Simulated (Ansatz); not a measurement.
A structure of CsPbBr3 relaxed with r2SCAN (plane waves to 500 eV, PAW, scalar-relativistic; Ansatz, an electronic-structure program); single points at other levels follow on the same geometry (Ansatz, PAW; HSE06 at 420 eV on a 3×2×3 k-mesh; no spin-orbit coupling). Space group Pnma (No. 62).

```xyz
20
Lattice="8.4531 0.0000 0.0000 0.0000 11.8050 0.0000 0.0000 0.0000 8.1282" Properties=species:S:1:pos:R:3 pbc="T T T"
Cs     3.7048     2.9513     7.9778
Cs     7.9313     2.9513     4.2145
Cs     4.7483     8.8538     0.1504
Cs     0.5218     8.8538     3.9137
Pb     0.0000     0.0000     0.0000
Pb     4.2265     5.9025     4.0641
Pb     0.0000     5.9025     0.0000
Pb     4.2265     0.0000     4.0641
Br     0.0734     2.9513     0.5622
Br     4.2999     2.9513     3.5019
Br     8.3797     8.8538     7.5661
Br     4.1532     8.8538     4.6263
Br     2.5095     6.3261     1.6235
Br     6.7361    11.3814     2.4406
Br     5.9436     0.4236     6.5047
Br     1.7170     5.4789     5.6876
Br     5.9436     5.4789     6.5047
Br     1.7170     0.4236     5.6876
Br     2.5095    11.3814     1.6235
Br     6.7361     6.3261     2.4406
```

| level | gap (eV) | kind | conduction minimum |
|---|---|---|---|
| r2SCAN | 2.41 | direct | Γ |
| HSE06 | … | – | … |

What belongs in the gaps?


- HSE06, gap (eV): 2.68
- HSE06, conduction minimum: Γ

For this cell size the semilocal gaps come from the SCF mesh and high-symmetry points. No spin polarisation in the result.

The run could not lose the symmetry of its start.

The first start was generated by placing the elements on the sites of a structure type. A measured structure of CsPbBr3 has the same space group, Pnma (No. 62); the sites were not compared with it.
